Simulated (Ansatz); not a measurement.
Relaxed-ion elastic tensor of Y₂C in space group R-3m (No. 166; Y on 6c, C on 3a) in GPa (Voigt order), DFT-PBEsol in the program Ansatz with PAW potentials; density 4.71 g/cm³, 22.31 Å³ per atom.

```
 147  48.0  21.6  -0.7   0.0   0.0
48.0   147  21.6   0.7   0.0   0.0
21.6  21.6   101   0.0   0.0   0.0
-0.7   0.7   0.0  12.5   0.0   0.0
 0.0   0.0   0.0   0.0  12.5  -0.7
 0.0   0.0   0.0   0.0  -0.7  49.4
```

### Question
Is the crystal mechanically stable?

### Answer
Yes: the smallest eigenvalue of C is 12.5 GPa.

### Question
Work out the Voigt, Reuss and Hill averages.

### Answer
K_V = 64.1, K_R = 60.3, K_H = 62.2; G_V = 35.1, G_R = 22.6, G_H = 28.9 GPa.

### Question
Give Young's modulus, Poisson's ratio, Pugh's ratio and the universal anisotropy index.

### Answer
E = 9KG/(3K + G) = 75.0 GPa; ν = 0.30; K/G = 2.15 (ductile by the Pugh limit of 1.75); A_U = 5G_V/G_R + K_V/K_R − 6 = 2.82.

### Question
Estimate the sound speeds and the Debye temperature.

### Answer
v_l = √((K + 4G/3)/ρ) = 4620 m/s, v_t = √(G/ρ) = 2480 m/s, mean 2760 m/s; Θ = (h/k)(3n/4πV)^(1/3) v_m = 292 K.

### Question
Solve the Christoffel equation for the three sound speeds along x, y, z.

### Answer
Eigenvalues of C_ijkl n_j n_l equal ρv². In km/s, slowest first: x 1.63, 3.24, 5.58; y 1.63, 3.24, 5.58; z 1.63, 1.63, 4.62.

### Question
How much does each axis shrink under pressure?

### Answer
Linear compressibilities β_i = Σ_j S_ij (j = 1 to 3): x 4.2, y 4.2, z 8.1 per TPa.

The first step of the workflow began from a Materials Project structure, measured or hypothetical; the Crystallography Open Database files this formula in space group No. 166, but the cells were not matched. Its standing as an ambient phase is unchecked. The cell was relaxed with PBEsol under the symmetry of its start; whether a distortion lowers the energy is not shown. The run is not spin-polarised. As this level gives no gap, shear constants depend on the k-mesh and smearing (Fermi–Dirac, 0.1 eV here).

Potentials: the later of the program's two PAW sets.
